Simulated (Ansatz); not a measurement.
A relaxed cell of Fe (Im-3m (No. 229)), relaxed on a k-mesh at least as fine as the one used below. Level of theory: r2SCAN (plane waves to 500 eV, PAW, scalar-relativistic; Ansatz, a program for electronic structure). Γ-centred k-mesh 16×16×8 on the run's cell (coarser than for final values), Fermi–Dirac smearing 0.05 eV.

```xyz
2
Lattice="-1.4325 1.4325 1.4325 1.4325 -1.4325 1.4325 2.8650 2.8650 -2.8650" Properties=species:S:1:pos:R:3 pbc="T T T"
Fe     0.0000     0.0000     0.0000
Fe     2.8650     0.0000     0.0000
```
Spin-polarised start, with parallel moments on Fe.

The atoms are displaced by (Å):

| atom | ux | uy | uz |
|---|---|---|---|
| Fe1 | -0.111 | 0.081 | -0.013 |
| Fe2 | 0.101 | 0.015 | 0.051 |

Question: What forces (eV/Å) and pressure result?

Answer: 
| atom | Fx | Fy | Fz |
|---|---|---|---|
| Fe1 | 1.00 | 0.32 | 0.36 |
| Fe2 | -1.00 | -0.32 | -0.36 |

Pressure +2.0 GPa.

Question: Estimate the energy cost of the displacement in the harmonic approximation and compare with the calculation.

Answer: For a harmonic well ΔE = −½ Σ F·u = 0.106 eV a cell, or 53 meV/atom. The calculated energy relative to the undisplaced cell is +0.05 eV/atom, so the harmonic estimate holds well.

Spin state reached: ferromagnetic (net 2.64 μB/atom), from parallel starting moments; other spin orders were not run from this start. r2SCAN tends to overstate moments in metals.

The run that gave the undisplaced cell could not lose the symmetry of its start; a randomly shaken copy of 2 atoms returns to this structure.
